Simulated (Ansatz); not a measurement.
Values for one crystal, relaxed and computed with DFT-PBE+D3(BJ) in the program Ansatz with PAW potentials; other levels are named.

```yaml
volume_per_atom: 17.43 Å³
electronic_character: metallic (no gap)
Young's modulus: 86.1 GPa
Elastic constants (relaxed ions, GPa): C11 = 263, C12 = 140, C44 = 18.0
Pressure derivative B′: 3.5
mechanical_stability: stable (all eigenvalues of C positive)
Density of states at the Fermi level: 1.4 states/eV per atom (mean over ±0.08 eV)
```

Q: Pick the material that matches.
(A) Fe, bcc (W type)
(B) Na, bcc (W type)
(C) Eu, bcc (W type)
(D) Nb, bcc (W type)

A: D, Nb, bcc (W type)

Space group Im-3m (bcc (W type)). The PBE+D3(BJ) relaxation kept the symmetry of its start. No spin polarisation was allowed. The pairwise dispersion correction was not fitted to metals. As this level gives no gap, shear constants depend on the k-mesh and smearing (Fermi–Dirac, 0.1 eV here). Scalar-relativistic: spin–orbit coupling is off unless named, which matters more the heavier the elements.

Potentials: the later of the program's two PAW sets.
